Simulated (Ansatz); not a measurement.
CdSe:
```xyz
4
Lattice="4.2475 0.0000 0.0000 -2.1237 3.6784 0.0000 0.0000 0.0000 6.9403" Properties=species:S:1:pos:R:3 pbc="T T T"
Cd     2.1237     1.2261     0.0020
Cd     0.0000     2.4523     3.4722
Se     2.1237     1.2261     4.3370
Se     0.0000     2.4523     0.8669
```

Cartesian axes are those of the cell as given.

Problem. Give the proper piezoelectric stress tensor with relaxed ions from plane-wave PAW LDA (Ansatz code).

Solution. In C/m², rows x, y, z, Voigt columns; mesh uncertainty up to 0.01.
```
 0.00   0.00   0.00   0.00   0.10   0.00
 0.00   0.00   0.00   0.10   0.00   0.00
 0.16   0.16  -0.25   0.00   0.00   0.00
```

The elastic tensor of the same run (GPa):

```
80.0  49.7  42.3   0.0   0.0   0.0
49.7  80.0  42.3   0.0   0.0   0.0
42.3  42.3  90.8   0.0   0.0   0.0
 0.0   0.0   0.0  13.6   0.0   0.0
 0.0   0.0   0.0   0.0  13.6   0.0
 0.0   0.0   0.0   0.0   0.0  15.2
```

Problem. Convert to strain constants d = e·S.

Solution. In pC/N:
```
 0.0   0.0   0.0   0.0   7.4   0.0
 0.0   0.0   0.0   7.4   0.0   0.0
 3.1   3.1  -5.7   0.0   0.0   0.0
```

Space group P6_3mc (wurtzite). Symmetry was held in the LDA relaxation; phonons on a q-mesh show no instability.

Potentials: the later of the program's two PAW sets.
